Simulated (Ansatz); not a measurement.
Geometry optimisation in Ansatz: input, command and trajectory.

```yaml
crystal:
  lattice:
    - [3.4458058362, 0.0, 0.0]
    - [-1.7229029181, 2.9841553907, 0.0]
    - [0.0, 0.0, 3.7205544743]
  atoms:
    - { symbol: Cd, position: [0.0, 0.0, 0.0] }
    - { symbol: O, position: [0.3333333333, 0.6666666667, 0.5] }
    - { symbol: O, position: [0.6666666667, 0.3333333333, 0.5] }
basis:
  ecutwfc: 500
kpoints:
  mp_grid: { grid: [6, 6, 6] }
hamiltonian:
  xc: r2scan
scf:
  occupations: { method: gaussian, width: 0.1 }
  lower_state_search: "off"
output:
  forces: true
  stress: true
  eigenvalues: true
relax:
  adjacent_minimum: "off"
  f_tol: 0.04
  max_steps: 70
  cell: { stress_tol: 0.4 }
```

```bash
ansatz run input.yaml --threads 1 --pin off --max-ram 2560MiB --backend cpu --events-out ev --progress --plain --runs-dir out
```

Level of theory: DFT r2SCAN, scalar-relativistic, plane waves, PAW in Ansatz.

Of 7 frames 7 are shown, positions in Å and forces in eV/Å; the SCF threshold varies from step to step. Steps run on the plane waves of an earlier cell, with a Pulay correction in the pressure. The basis is chosen afresh for the last frame, the zero of the energies, and at times for earlier ones too; energy and pressure step there, also at an unchanged geometry.

```xyz
3
Lattice="3.4458 0.0000 0.0000 -1.7229 2.9842 0.0000 0.0000 0.0000 3.7206" Properties=species:S:1:pos:R:3:forces:R:3 pbc="T T T" step=1 free_energy_over_end_meV_per_atom=324.57 pressure_GPa=-5.22
Cd    0.0000    0.0000    0.0000    0.0000    0.0000    0.0000
O     0.0000    1.9894    1.8603    0.0000    0.0000    0.0000
O     1.7229    0.9947    1.8603    0.0000    0.0000    0.0000
3
Lattice="3.4818 0.0000 0.0000 -1.7409 3.0153 0.0000 0.0000 0.0000 3.5396" Properties=species:S:1:pos:R:3:forces:R:3 pbc="T T T" step=2 free_energy_over_end_meV_per_atom=203.03 pressure_GPa=-4.84
Cd    0.0000    0.0000    0.0000    0.0000    0.0000    0.0000
O     0.0000    2.0102    1.7698    0.0000    0.0000    0.0000
O     1.7409    1.0051    1.7698    0.0000    0.0000    0.0000
3
Lattice="3.5133 0.0000 0.0000 -1.7566 3.0426 0.0000 0.0000 0.0000 3.3585" Properties=species:S:1:pos:R:3:forces:R:3 pbc="T T T" step=3 free_energy_over_end_meV_per_atom=99.58 pressure_GPa=-3.68
Cd    0.0000    0.0000    0.0000    0.0000    0.0000    0.0000
O     0.0000    2.0284    1.6793    0.0000    0.0000    0.0000
O     1.7566    1.0142    1.6793    0.0000    0.0000    0.0000
3
Lattice="3.5685 0.0000 0.0000 -1.7842 3.0904 0.0000 0.0000 0.0000 3.1725" Properties=species:S:1:pos:R:3:forces:R:3 pbc="T T T" step=4 free_energy_over_end_meV_per_atom=25.19 pressure_GPa=-3.49
Cd    0.0000    0.0000    0.0000    0.0000    0.0000    0.0000
O     0.0000    2.0603    1.5862    0.0000    0.0000    0.0000
O     1.7842    1.0301    1.5862    0.0000    0.0000    0.0000
3
Lattice="3.5830 0.0000 0.0000 -1.7915 3.1029 0.0000 0.0000 0.0000 2.9910" Properties=species:S:1:pos:R:3:forces:R:3 pbc="T T T" step=5 free_energy_over_end_meV_per_atom=-0.04 pressure_GPa=1.09
Cd    0.0000    0.0000    0.0000    0.0000    0.0000    0.0000
O     0.0000    2.0686    1.4955    0.0000    0.0000    0.0000
O     1.7915    1.0343    1.4955    0.0000    0.0000    0.0000
3
Lattice="3.5921 0.0000 0.0000 -1.7960 3.1108 0.0000 0.0000 0.0000 2.9989" Properties=species:S:1:pos:R:3:forces:R:3 pbc="T T T" step=6 free_energy_over_end_meV_per_atom=-0.24 pressure_GPa=-0.04
Cd    0.0000    0.0000    0.0000    0.0000    0.0000    0.0000
O     0.0000    2.0739    1.4994    0.0000    0.0000    0.0000
O     1.7960    1.0369    1.4994    0.0000    0.0000    0.0000
3
Lattice="3.5921 0.0000 0.0000 -1.7960 3.1108 0.0000 0.0000 0.0000 2.9989" Properties=species:S:1:pos:R:3:forces:R:3 pbc="T T T" step=7 free_energy_over_end_meV_per_atom=0.00 pressure_GPa=-0.04
Cd    0.0000    0.0000    0.0000    0.0000    0.0000    0.0000
O     0.0000    2.0739    1.4994    0.0000    0.0000    0.0000
O     1.7960    1.0369    1.4994    0.0000    0.0000    0.0000
```

The start puts this composition into another compound's structure type, which needn't suit it. At the end the space group is P6/mmm (tolerance 0.05 Å).

The k mesh is coarse. Spin polarisation was left out, and a magnetic state may lie lower.